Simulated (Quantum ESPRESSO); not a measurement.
# Kohn-Sham bands of BaGaSnH (P3m1)

```
BaGaSnH
1.0
    4.60934     0.00000     0.00000
   -2.30467     3.99181     0.00000
    0.00000     0.00000     5.39808
Ba Ga Sn H
1 1 1 1
Direct
  0.33333   0.66667   0.99985
  0.00000   0.00000   0.41329
  0.66667   0.33333   0.54075
  0.00000   0.00000   0.08981
```

Structure: Materials Project mp-1018094, symmetrised, not relaxed again. COD (Crystallography Open Database) has an entry of this formula and space group (matched by these alone). Method: PBEsol plane waves in Quantum ESPRESSO 7.5 (PseudoDojo norm-conserving files, 64 Ry, no spin polarisation, no spin-orbit coupling), Bloch states on a 6×6×6 mesh through Γ, Wannier90 4.0.1. Density: 12×12×6 mesh, cold smearing 0.01 Ry. Spin-orbit coupling is left out although heavy elements are present.

Task: List the Kohn-Sham levels between −8 and 3.0 eV relative to the Fermi level at the high-symmetry points, as a band run of pw.x on that density gives them (levels within 2 meV counted together).

Result: 
| point | k (reciprocal lattice) | levels (eV) |
|---|---|---|
| Γ | 0.000 0.000 0.000 | -4.47, -1.24, -0.44 (×2), 0.57 |
| M | 0.500 0.000 0.000 | -7.21, -6.39, -3.06, -1.16, -0.69, 0.60, 1.60, 2.70, 2.93 |
| K | 0.333 0.333 0.000 | -6.67, -6.60, -3.02, -2.75, -0.76, 0.82, 2.46 |
| A | 0.000 0.000 0.500 | -5.50, -0.11, 0.07 (×2), 0.10, 1.45 (×2), 2.46 (×2), 2.75 |
| L | 0.500 0.000 0.500 | -7.51, -5.89, -3.52, -1.62, -1.11, 1.50 |
| H | 0.333 0.333 0.500 | -6.79, -6.74, -3.37, -2.24, -0.77, 2.60 |
